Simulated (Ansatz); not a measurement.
Au:
Space group P6₃/mmc (No. 194); a = b = 2.8756 Å, c = 4.7571 Å, α = β = 90.00°, γ = 120.00°

```csv
atom,site,symmetry,x,y,z
Au,2d,-6m2,0.6667,0.3333,0.2500
```

Relaxed with PBEsol.

Task: Which orbitals make up the states near the Fermi level in plane-wave PAW PBEsol (Ansatz code)?

Result: Within 0.5 eV of the Fermi level: Au 6s 42 %, Au 5d 35 %, outside the projected shells 23 %. Projections are on Löwdin-orthogonalised atomic valence shells; empty p or d shells of many metals are not among them.

Task: Tabulate the density of states.

Result: States/eV per cell of 2 atoms, in 0.25 eV bins, energy from the Fermi level.

```
E (eV)  total  Au 5d  Au 6s  Au 5p
------  -----  -----  -----  -----
-7.85    0.38   0.05   0.32   0.00
-7.60    0.48   0.10   0.37   0.00
-7.35    0.76   0.27   0.48   0.01
-7.10    1.92   1.19   0.72   0.01
-6.85    2.30   1.63   0.65   0.01
-6.60    2.93   2.35   0.57   0.01
-6.35    3.15   2.71   0.42   0.01
-6.10    2.78   2.56   0.20   0.01
-5.85    3.82   3.55   0.23   0.01
-5.60    3.25   3.10   0.11   0.01
-5.35    4.12   3.93   0.14   0.01
-5.10    3.00   2.84   0.12   0.01
-4.85    3.95   3.78   0.13   0.01
-4.60    5.11   4.88   0.16   0.01
-4.35    4.66   4.42   0.17   0.01
-4.10    5.06   4.79   0.18   0.01
-3.85    4.57   4.30   0.17   0.01
-3.60    3.26   3.06   0.12   0.00
-3.35    3.20   3.02   0.11   0.00
-3.10    2.93   2.79   0.09   0.00
-2.85    2.92   2.80   0.07   0.00
-2.60    3.17   3.07   0.07   0.00
-2.35    4.24   4.12   0.09   0.00
-2.10    5.83   5.69   0.11   0.00
-1.85    4.72   4.57   0.13   0.00
-1.60    0.68   0.51   0.15   0.00
-1.35    0.59   0.38   0.17   0.00
-1.10    0.58   0.34   0.20   0.00
-0.85    0.57   0.30   0.21   0.00
-0.60    0.58   0.27   0.23   0.00
-0.35    0.59   0.24   0.24   0.00
-0.10    0.61   0.22   0.25   0.00
0.15     0.61   0.20   0.25   0.00
0.40     0.56   0.17   0.25   0.00
0.65     0.54   0.14   0.24   0.00
0.90     0.53   0.13   0.24   0.00
1.15     0.51   0.11   0.23   0.00
1.40     0.52   0.10   0.23   0.00
1.65     0.58   0.11   0.27   0.00
1.90     0.58   0.10   0.28   0.00
2.15     0.55   0.08   0.26   0.00
2.40     0.52   0.07   0.25   0.00
2.65     0.49   0.06   0.24   0.00
2.90     0.51   0.06   0.27   0.00
3.15     0.51   0.05   0.28   0.00
3.40     0.46   0.04   0.24   0.00
3.65     0.42   0.03   0.22   0.00
3.90     0.46   0.04   0.28   0.00
4.15     0.79   0.07   0.52   0.00
4.40     0.75   0.05   0.39   0.00
4.65     0.75   0.04   0.31   0.00
```

Space group P6_3/mmc (hcp (Mg type)). The first step of the workflow began from a Materials Project structure, measured or hypothetical; the Crystallography Open Database files this formula in space group No. 194, but the cells were not matched. It is not the phase usual at ambient conditions (space group No. 225). The cell was relaxed with PBEsol under the symmetry of its start; whether a distortion lowers the energy is not shown. Axis ratios of metals converge slowly with the k-mesh, so a and c are less sure than the volume. Spin–orbit coupling is left out wherever it is not named.

Potentials: the later of the program's two PAW sets.
